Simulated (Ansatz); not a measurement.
Data sheet: CsPH2O4 (DFT)

CsPH₂O₄:
```yaml
crystal:
  lattice:
    - [4.88976, 0.00000, 0.00000]
    - [0.00000, 6.27652, 0.00000]
    - [-2.04877, 0.00000, 7.57668]
  atoms:
    - { symbol: Cs, position: [0.27580, 0.21928, 0.73310] }
    - { symbol: Cs, position: [0.72420, 0.71928, 0.26690] }
    - { symbol: H, position: [0.02810, 0.98000, 0.01945] }
    - { symbol: H, position: [0.97190, 0.48000, 0.98055] }
    - { symbol: H, position: [0.67576, 0.22495, 0.34827] }
    - { symbol: H, position: [0.32424, 0.72495, 0.65173] }
    - { symbol: P, position: [0.20093, 0.22901, 0.23561] }
    - { symbol: P, position: [0.79907, 0.72901, 0.76439] }
    - { symbol: O, position: [0.20817, 0.01745, 0.12804] }
    - { symbol: O, position: [0.79183, 0.51745, 0.87196] }
    - { symbol: O, position: [0.19904, 0.42453, 0.11845] }
    - { symbol: O, position: [0.80096, 0.92453, 0.88155] }
    - { symbol: O, position: [0.03384, 0.72459, 0.67096] }
    - { symbol: O, position: [0.96616, 0.22459, 0.32904] }
    - { symbol: O, position: [0.48786, 0.22370, 0.38568] }
    - { symbol: O, position: [0.51214, 0.72370, 0.61432] }
```

Space group P2_1 (No. 4); conventional cell a = 4.890 Å, b = 6.277 Å, c = 7.849 Å, α = γ = 90.00°, β = 105.13°.

Method: DFT-PBEsol in the program Ansatz with PAW potentials. Structure relaxed to zero pressure with the same functional. Other levels are named where they apply.

Cell and energy:

* **Volume per atom**: 14.53 Å³
* **Density**: 3.28 g/cm³
* **Formation energy from the elements (no fitted shifts)**: -1.89 eV/atom

Electronic structure:

- Band gap: 5.28 eV (indirect)
- Valence-band maximum: at A (k = 0.500, 0.000, 0.500 in fractions of the reciprocal vectors)
- Conduction-band minimum: at Γ
- Smallest direct gap on the standard path: 5.39 eV
- Electron effective mass: 0.47 mₑ (isotropic)
- Electron effective mass with spin–orbit coupling: 0.47 mₑ (isotropic)
- HSE06 gap on the PBEsol cell: 7.11 eV
- Gap with spin–orbit coupling: 5.28 eV

Mechanics:

- Bulk modulus (Birch–Murnaghan fit): 20.8 GPa
- Pressure derivative B′: 4.9
- Elastic constants (relaxed ions, GPa): C11 = 103, C22 = 30.8, C33 = 30.5, C12 = 9.8, C13 = 11.3, C23 = 14.9, C44 = 9.6, C55 = 5.5, C66 = 6.3, C15 = -3.0, C25 = 0.0, C35 = -2.3, C46 = 1.7
- Mechanical stability: stable (all eigenvalues of C positive)
- Hill bulk and shear moduli: 23.7 and 10.4 GPa
- Young's modulus: 27.2 GPa
- Poisson's ratio: 0.31
- Debye temperature from the elastic constants: 243 K
- Piezoelectric stress constants (proper, relaxed ions, C/m²): e14 = -0.02, e21 = 0.02, e22 = 0.03, e23 = 0.12, e34 = 0.06

Dielectric response:

Electronic dielectric constant ε∞ (DFPT): 2.49 (xx), 2.40 (yy), 2.43 (zz)
Static dielectric constant ε0 (ions relaxed, cell fixed): 6.65 (xx), 8.06 (yy), 6.75 (zz)
Born charges (a third of the trace): Cs +1.34, H +0.92 to +0.97, P +3.26, O -1.67 to -1.57 e

Phonons:

- Highest zone-centre frequency (without LO–TO term): 2527 cm⁻¹
- Zone-centre stability: no imaginary mode at Γ

The workflow started from a Materials Project entry (that database holds measured and hypothetical structures alike); the Crystallography Open Database files this formula in space group No. 4, but the cells were not matched. Whether it is the stable phase at ambient conditions was not checked. The PBEsol relaxation kept the symmetry of its start. Signs of piezoelectric constants follow the polarity of the cell as given. The references are the lowest solids computed at this level, not always the standard phases (solids in place of the gases). Scalar-relativistic: spin–orbit coupling is off unless named, which matters more the heavier the elements.

Potentials: the later of the program's two PAW sets.
